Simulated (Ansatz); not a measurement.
# ScF$_{3}$, one cell by several methods

```xyz
4
Lattice="4.0125 0.0000 0.0000 0.0000 4.0125 0.0000 0.0000 0.0000 4.0125" Properties=species:S:1:pos:R:3 pbc="T T T"
Sc    0.0000    0.0000    0.0000
F     2.0062    0.0000    0.0000
F     0.0000    2.0062    0.0000
F     0.0000    0.0000    2.0062
```

Atoms are numbered in the order listed.

The cell comes from COD entry 4127282, which wasn't checked; take it as a given geometry.

Levels of theory: DFT, LDA, PAW with Ansatz's default frozen-core files, scalar-relativistic (Ansatz 0.2.0); DFT, LDA, all-electron PAW with datasets made for the crystal, scalar-relativistic (Ansatz 0.2.0); DFT, LDA, all-electron LAPW, scalar-relativistic (Ansatz 0.2.0).

For PAW: a Γ-centred 6×6×6 k mesh, Fermi–Dirac smearing of 0.02 eV, cutoff 420 eV, no spin polarisation; the PAW files were made with PBE, and the program remakes their frozen cores for this functional. The crystal-made all-electron datasets (AE datasets) take a cutoff of 400 eV at this cell. LAPW targets a basis error of 1 meV/atom. The Ansatz runs share mesh, smearing and spin set-up. Plane-wave (PAW) pressures include the program's estimate of the Pulay term.

Stress and pressure are positive in compression.

Levels count from the top of the valence band.

```tsv
quantity	PAW	AE datasets	LAPW
pressure (GPa)	?	-2.92	-2.92
band gap (eV)	6.214	6.211	6.211
highest filled level at R (eV)	0.000	0.000	0.000
lowest empty level at R (eV)	7.861	7.862	7.862
highest filled level at Γ (eV)	-0.538	-0.538	-0.539
lowest empty level at Γ (eV)	6.214	6.211	6.211
largest principal field gradient Vzz at F2 (10²¹ V/m²)	?	5.69	–
```

**Question.** Give the missing entry: row "largest principal field gradient Vzz at F2 (10²¹ V/m²)", column "PAW".

**Answer.** 5.75.

**Question.** What belongs in the row "pressure (GPa)", column "PAW"?

**Answer.** -2.97.
